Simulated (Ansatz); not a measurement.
TaN, one cell by several methods

```
Ta N
1.0
     5.24796    0.00000    0.00000
    -2.62398    4.54487    0.00000
     0.00000    0.00000    2.91100
Ta N
3 3
Direct
  0.33333 0.66667 0.50000
  0.66667 0.33333 0.50000
  0.00000 0.00000 0.00000
  0.39285 0.00000 0.00000
  0.60715 0.60715 0.00000
  0.00000 0.39285 0.00000
```

Atom numbers follow the list: Ta1, Ta2, Ta3, N4, N5, N6.

The cell comes from COD entry 2106407, which wasn't checked; take it as a given geometry. The listed cell was then made from it by scaling, straining or moving an atom.

No spin–orbit coupling, which matters for the heavy atoms here.

Methods: DFT, PBEsol, PAW with Ansatz's default frozen-core files, scalar-relativistic (Ansatz 0.2.0); DFT, PBEsol, all-electron PAW with datasets made for the crystal, scalar-relativistic (Ansatz 0.2.0); DFT, PBEsol, all-electron LAPW, scalar-relativistic (Ansatz 0.2.0).

For PAW: a Γ-centred 6×6×9 k mesh, Fermi–Dirac smearing of 0.01 eV, cutoff 420 eV, no spin polarisation; the PAW files were made with PBE, and the program remakes their frozen cores for this functional. The crystal-made all-electron datasets (AE datasets) take a cutoff of 520 eV at this cell. LAPW targets a basis error of 1 meV/atom. The Ansatz runs share mesh, smearing and spin set-up. Plane-wave (PAW) pressures include the program's estimate of the Pulay term.

Stress and pressure are positive in compression.

The change that made this cell: equal xx and yy strain of +1 %.

Spin–orbit coupling is left out, which moves gradients at and beside heavy atoms by some per cent and at worst by a factor of two.

In a metal, gradients converge slowly with the k mesh: the values move by tens of per cent from one mesh to another, at times in sign, so only the comparison on one mesh counts.

```json
{"quantity": "pressure (GPa)", "PAW": "-9.72", "AE datasets": "-9.68", "LAPW": "-9.68"}
{"quantity": "stress xx (GPa)", "PAW": "-10.36", "AE datasets": "-10.34", "LAPW": "-10.33"}
{"quantity": "stress zz (GPa)", "PAW": "-8.44", "AE datasets": "-8.36", "LAPW": "-8.36"}
{"quantity": "force on N4, x (eV/Å)", "PAW": "-0.121", "AE datasets": "-0.133", "LAPW": "-0.133"}
{"quantity": "field gradient Vzz at Ta1 (10²¹ V/m²)", "PAW": "-19.96", "AE datasets": "-18.30", "LAPW": "–"}
{"quantity": "field gradient Vzz at Ta3 (10²¹ V/m²)", "PAW": "11.37", "AE datasets": "8.55", "LAPW": "–"}
{"quantity": "field gradient Vzz at N4 (10²¹ V/m²)", "PAW": "-1.40", "AE datasets": "-1.37", "LAPW": "–"}
```

PAW's pressure differs from the LAPW value by -0.05 GPa.
